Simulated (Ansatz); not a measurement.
The elements of this relaxed trial crystal are hidden behind letters.

```
lattice vectors (Å)
   4.0335    0.0000    0.0000
   0.0000    4.0335    0.0000
   0.0000    0.0000    8.6331
fractional positions
X 0.0000 0.5000 0.8317
X 0.0000 0.5000 0.1683
X 0.0000 0.5000 0.5000
X 0.5000 0.0000 0.8317
X 0.5000 0.0000 0.1683
X 0.5000 0.0000 0.5000
Z 0.0000 0.0000 0.6661
Z 0.0000 0.0000 0.3339
Z 0.5000 0.5000 0.6671
Z 0.5000 0.5000 0.0000
Z 0.5000 0.5000 0.3329
Q 0.0000 0.0000 0.0000
```

These are results of DFT PBE, scalar-relativistic, plane waves, PAW in Ansatz 0.2.0, not measurements. The final run on the 12-atom cell used 420 eV, a Γ-centred 10×10×6 mesh, 0.10 eV smearing and collinear spin.

* Space group: P4/mmm (No. 123)
* Conventional cell: a = 4.033 Å, c = 8.633 Å
* Volume per atom: 11.70 Å³
* Density: 6.09 g/cm³
* Energy over the elements: −0.59 eV/atom
* Gap on the 10×10×6 mesh of the 12-atom cell: 0 eV (a metal)
* Net moment per atom: 0.07 μB

Energies are uncorrected and count from the elements' standard states at the same level.

Task: X is a p-block element of period 3, Z is a d-block element of period 4 and Q is a d-block element of period 4. Which elements are they?

Result: X = Al, Z = Co, Q = Ni, so the formula is Al6Co5Ni. Density times volume gives a mean mass of 6.09 × 11.70/1.6605 = 42.9 u per atom, and this set has 42.9 u. Around Al on a site of symmetry 2mm lie 6 Co at 2.47–2.49 Å, 2 Ni at 2.49 Å and 6 Al at 2.85–2.91 Å; Co on a site of symmetry 4mm has 8 Al at 2.47 Å, 5 Co at 2.85–2.87 Å and 1 Ni at 2.88 Å; Ni is surrounded by 8 Al at 2.49 Å and 6 Co at 2.85–2.88 Å; 3 more sites not described. Other sets within the hints have nearly the same mass, so mass alone doesn't settle it; this one was computed.

The magnetic state reached may not be the lowest. Symmetry constrained the relaxation, so the result can be a saddle point.
